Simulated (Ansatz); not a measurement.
YAlGe in space group Cmcm (No. 63; Y on 4c, Al on 4a, Ge on 4c), r²SCAN (plane waves, PAW; program Ansatz), all energies at zero smearing, with the estimated change up to a 700 eV cutoff added, with one set of potentials and settings (totals compare only within such a set). Cell of 6 atoms (2 Y, 2 Al, 2 Ge): -17410.540 eV.

| element | reference phase | E (eV/atom) |
|---|---|---|
| Y | P6_3/mmc, 2 atoms in the cell | -3859.7274 |
| Al | Fm-3m, 1 atoms in the cell | -540.4106 |
| Ge | Fd-3m, 2 atoms in the cell | -4302.9121 |

Formation energy per atom, worked out: (-17410.540 − 2×(-3859.7274) − 2×(-540.4106) − 2×(-4302.9121))/6 = -0.740 eV/atom (-71 kJ per mol of atoms), at 0 K, without zero-point energy or fitted corrections.

The first step of the workflow began from a Materials Project structure, measured or hypothetical; the Crystallography Open Database files this formula in space group No. 63, but the cells were not matched. Its standing as an ambient phase is unchecked. Symmetry was held in the r²SCAN relaxation; its stability against distortions is not shown here. The run is not spin-polarised. The references are the lowest solids computed at this level, not always the standard phases.

Potentials: the earlier of the program's two PAW sets.
